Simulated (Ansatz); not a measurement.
According to PBE (plane waves, PAW; program Ansatz), AlP in the hexagonal phase (P6_422; Al on 3c, P on 3d) relaxes to a = 3.851 Å, c = 8.689 Å. Against the elements it lies at -0.42 eV/atom, with no fitted shifts.

The Kohn–Sham gap is 0.95 eV (indirect). The valence maximum lies at Γ and the conduction minimum at M (3 equivalent valleys). The electron mass is 0.15, 0.41, 1.4 mₑ (principal values). The hole mass is 0.15, 7.5, 7.5 mₑ (principal values).

The bulk modulus is 90.3 GPa.

The start of the workflow was typed in or built on a structure type; neither database checked (COD, Materials Project) lists it. It is not the phase usual at ambient conditions (space group No. 216). The PBE relaxation kept the symmetry of its start; whether a distortion lowers the energy is not shown. Point labels and valley counts follow the cell and symmetry of the run, lower than the named group. The references are the lowest solids computed at this level, not always the standard phases.

Potentials: the earlier of the program's two PAW sets.
